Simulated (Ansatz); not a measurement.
SiNi₃ (Cu3Au type, Pm-3m) at seven volumes, plane-wave PAW PBEsol (Ansatz code), scaled uniformly. One row is withheld.

```tsv
V (Å³/atom)	P (GPa)
9.431	28.28
9.742	17.21
10.053	7.87
10.364	0.00
10.675	-6.63
10.986	-12.21
11.297	?
```

### Question
Fit the shown pressures and predict the withheld one.

### Answer
P = (3/2)B₀(x^(7/2) − x^(5/2))[1 + (3/4)(B′ − 4)(x − 1)] with x = (V₀/V)^(2/3). Least squares on the six rows gives V₀ = 10.364 Å³/atom, B₀ = 240 GPa, B′ = 4.68. At V = 11.297, x = 0.9442 and P = -16.92 GPa. The run itself gave -16.90 GPa.

The cell was relaxed with PBEsol under the symmetry of its start; of distortions, only those at the zone centre were tested. No spin polarisation was allowed.

Potentials: the later of the program's two PAW sets.
